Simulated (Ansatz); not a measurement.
SiC (zinc blende, F-43m), a = 4.357 Å, b = 4.357 Å, c = 4.357 Å, α = 90.00°, β = 90.00°, γ = 90.00°; the cell used has 2 atoms.

Relaxed with PBEsol.

Q: Which orbitals make up the states near the band edges in plane-wave PAW PBEsol (Ansatz code)?

A: Top 1 eV of the valence band: C 2p 83 %, Si 3p 14 %. Bottom 1 eV of the conduction band: Si 3p 49 %, C 2s 29 %, C 2p 6 %, outside the projected shells 15 %. Projections are on Löwdin-orthogonalised atomic valence shells; empty p or d shells of many metals are not among them.

Q: Tabulate the density of states.

A: States/eV per cell of 2 atoms, in 0.25 eV bins, energy from the valence-band maximum.

```
E (eV)  total  C 2p  Si 3p  Si 3s
------  -----  ----  -----  -----
-7.85    0.34  0.16   0.09   0.07
-7.60    0.56  0.27   0.12   0.15
-7.35    1.06  0.52   0.17   0.32
-7.10    1.20  0.57   0.18   0.38
-6.85    0.64  0.30   0.12   0.15
-6.60    0.48  0.22   0.09   0.10
-6.35    0.40  0.18   0.08   0.07
-6.10    0.35  0.16   0.07   0.06
-5.85    0.31  0.14   0.06   0.05
-5.60    0.37  0.19   0.09   0.04
-5.35    0.59  0.31   0.18   0.04
-5.10    0.73  0.39   0.23   0.05
-4.85    0.68  0.37   0.20   0.05
-4.60    0.67  0.37   0.20   0.05
-4.35    0.70  0.39   0.21   0.05
-4.10    0.73  0.42   0.22   0.05
-3.85    0.78  0.45   0.24   0.05
-3.60    0.85  0.50   0.26   0.05
-3.35    0.98  0.59   0.30   0.04
-3.10    1.13  0.70   0.35   0.04
-2.85    1.11  0.70   0.33   0.04
-2.60    1.07  0.70   0.31   0.03
-2.35    1.06  0.71   0.29   0.03
-2.10    1.05  0.72   0.27   0.02
-1.85    1.04  0.74   0.26   0.02
-1.60    1.03  0.75   0.24   0.01
-1.35    1.03  0.78   0.22   0.01
-1.10    0.95  0.74   0.18   0.01
-0.85    0.66  0.53   0.11   0.01
-0.60    0.51  0.42   0.07   0.00
-0.35    0.38  0.33   0.04   0.00
-0.10    0.17  0.15   0.01   0.00
0.15     0.00  0.00   0.00   0.00
0.40     0.00  0.00   0.00   0.00
0.65     0.00  0.00   0.00   0.00
0.90     0.00  0.00   0.00   0.00
1.15     0.00  0.00   0.00   0.00
1.40     0.02  0.00   0.01   0.00
1.65     0.06  0.00   0.03   0.00
1.90     0.08  0.00   0.04   0.00
2.15     0.11  0.01   0.05   0.00
2.40     0.14  0.01   0.07   0.00
2.65     0.18  0.02   0.08   0.01
2.90     0.21  0.03   0.10   0.01
3.15     0.25  0.04   0.11   0.01
3.40     0.29  0.05   0.13   0.01
3.65     0.33  0.06   0.15   0.01
3.90     0.38  0.07   0.17   0.02
4.15     0.43  0.08   0.19   0.02
4.40     0.54  0.11   0.22   0.04
4.65     0.68  0.16   0.26   0.05
4.90     1.00  0.27   0.37   0.07
5.15     0.77  0.17   0.29   0.08
5.40     0.80  0.15   0.29   0.10
5.65     0.92  0.13   0.30   0.16
5.90     0.65  0.10   0.22   0.12
```

The PBEsol relaxation kept the symmetry of its start.

Potentials: the earlier of the program's two PAW sets. The files were generated under PBE; for other functionals the program regenerates the frozen cores, and for LDA and PBEsol the local potential too.
